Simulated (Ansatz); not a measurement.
Density of states of a Ti₇Al₁₀V₃ cell (elements on a fcc lattice, relaxed), per eV and atom, broadened by Gaussian smearing of width 0.1 eV and averaged over bins of 0.3 eV, from 8 eV under the Fermi level at most up to where the solved bands end.

Level of theory: Ansatz, DFT PBE, scalar-relativistic, plane waves, PAW.

Plane waves to 420 eV, a k mesh through Γ of 6×6×5 on the computed 20-atom cell and Gaussian smearing (0.10 eV); no spin polarisation.

```
CELL_PARAMETERS angstrom
-6.29153 3.79660 2.01332
6.27705 3.78773 -2.03904
-2.05921 -3.76925 -5.98074
ATOMIC_POSITIONS crystal
Al 0.04751 0.34999 0.90532
Al 0.55654 0.85736 0.90236
Al 0.20449 0.41016 0.60802
Al 0.24266 0.75183 0.49651
Al 0.29729 0.09710 0.39837
Al 0.74293 0.25700 0.50058
Al 0.85838 0.95870 0.29987
Al 0.45519 0.15866 0.10063
Al 0.50659 0.50228 0.00007
Al 0.94092 0.63847 0.09260
Ti 0.09733 0.70521 0.79890
Ti 0.15288 0.05221 0.71448
Ti 0.64909 0.54893 0.69066
Ti 0.70570 0.90746 0.60886
Ti 0.33805 0.43325 0.28898
Ti 0.40116 0.79494 0.20294
Ti 0.89557 0.30535 0.20311
V 0.58947 0.18812 0.78172
V 0.00168 0.99013 0.99871
V 0.79403 0.61113 0.39946
```

```tsv
E − E_F (eV)	total	Ti 3d	Al 3p	V 3d	Al 3s
-7.90	0.146	0.003	0.046	0.001	0.064
-7.60	0.145	0.004	0.050	0.001	0.062
-7.30	0.149	0.005	0.054	0.002	0.062
-7.00	0.154	0.006	0.058	0.002	0.061
-6.70	0.166	0.008	0.063	0.003	0.063
-6.40	0.225	0.014	0.087	0.005	0.086
-6.10	0.215	0.016	0.086	0.006	0.078
-5.80	0.207	0.018	0.086	0.007	0.072
-5.50	0.210	0.020	0.087	0.008	0.070
-5.20	0.217	0.024	0.088	0.009	0.071
-4.90	0.269	0.033	0.106	0.013	0.083
-4.60	0.250	0.034	0.100	0.014	0.070
-4.30	0.256	0.034	0.111	0.014	0.060
-4.00	0.259	0.036	0.118	0.015	0.049
-3.70	0.309	0.048	0.146	0.019	0.048
-3.40	0.340	0.058	0.163	0.025	0.042
-3.10	0.397	0.075	0.192	0.035	0.039
-2.80	0.478	0.103	0.224	0.052	0.041
-2.50	0.495	0.125	0.213	0.065	0.036
-2.20	0.630	0.184	0.242	0.104	0.039
-1.90	0.738	0.243	0.249	0.144	0.037
-1.60	0.760	0.279	0.215	0.171	0.033
-1.30	0.947	0.379	0.223	0.243	0.033
-1.00	1.028	0.423	0.214	0.294	0.030
-0.70	0.996	0.457	0.172	0.283	0.024
-0.40	1.029	0.512	0.164	0.270	0.022
-0.10	0.945	0.484	0.138	0.247	0.020
0.20	0.900	0.465	0.121	0.242	0.019
```

The columns after the total are the largest Löwdin projections on the valence shells of the potentials, so they needn't add up, and the weight of a shell that a potential lacks goes to other orbitals. The cell has no gap on the mesh.

Cost: 2 runs of about 5.8 core-minutes in all (earlier runs that led there not counted), on Intel Xeon Platinum 8488C (Sapphire Rapids) (shared hosts).